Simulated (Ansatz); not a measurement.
Here is the system:

Bi2Te3:
```cif
data_Bi2Te3
_chemical_formula_sum 'Bi2 Te3'
_space_group_name_H-M_alt 'P 1'
_space_group_IT_number 1
_cell_length_a 10.26873
_cell_length_b 10.26873
_cell_length_c 10.26873
_cell_angle_alpha 24.477
_cell_angle_beta 24.477
_cell_angle_gamma 24.477
loop_
_space_group_symop_operation_xyz
  'x, y, z'
loop_
_atom_site_label
_atom_site_type_symbol
_atom_site_fract_x
_atom_site_fract_y
_atom_site_fract_z
_atom_site_occupancy
Bi1 Bi 0.40026 0.40026 0.40026 1
Bi2 Bi 0.59974 0.59974 0.59974 1
Te1 Te 0.00000 0.00000 0.00000 1
Te2 Te 0.20898 0.20898 0.20898 1
Te3 Te 0.79102 0.79102 0.79102 1
```

This is the LDA-relaxed structure.

**Question.** All from LDA (plane waves, PAW; program Ansatz), unless another level is named. Predict the band gap.

**Answer.** 0.15 eV (direct).

**Question.** Predict the electron effective mass.

**Answer.** 0.066, 0.066, 0.074 mₑ (principal values).

**Question.** Give the formation energy from the elements (no fitted shifts).

**Answer.** -0.21 eV/atom.

**Question.** Predict the hole effective mass.

**Answer.** 0.041, 0.041, 0.078 mₑ (principal values).

**Question.** Next, the weight of the conduction-edge state by species (Voronoi cells)?

**Answer.** Bi 62 %, Te 38 %.

Space group R-3m. The LDA relaxation kept the symmetry of its start; of distortions, only those at the zone centre were tested. A crystal of weakly bound layers computed without a dispersion correction: the cell and the soft elastic constants depend strongly on that. The references are the lowest solids computed at this level, not always the standard phases. Scalar-relativistic: spin–orbit coupling is off unless named, which matters more the heavier the elements.

Potentials: the later of the program's two PAW sets.
